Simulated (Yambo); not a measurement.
```xyz
4
Lattice="3.1443 0.0000 0.0000 -1.5721 2.7230 0.0000 0.0000 0.0000 5.0326" Properties=species:S:1:pos:R:3 pbc="T T T"
N      1.5721     0.9077     4.4336
N      0.0000     1.8153     1.9173
Al     1.5721     0.9077     2.5114
Al     0.0000     1.8153     5.0278
```

The PBEsol cell relaxed from Materials Project entry mp-661 was given an isotropic strain of +1 % on all lattice vectors, and the atoms were relaxed again.

Task: Where are the main features of Im ε from RPA with local fields on PBEsol bands shifted by a G0W0 scissor of 1.44 eV (Yambo; 15×15×8 mesh, 32 bands, 4 Ry local-field block, 0.2 eV broadening; field along x)?

Result: Peaks at 8.9 eV (7.7), 11.9 eV (4.2), heights in brackets. Structure narrower than a few tenths of an eV can come from the finite k mesh. Convergence of the RPA response with its 15×15×8 mesh was not tested. The scissor comes from a G0W0 run whose convergence isn't established. No excitonic effects at this level.
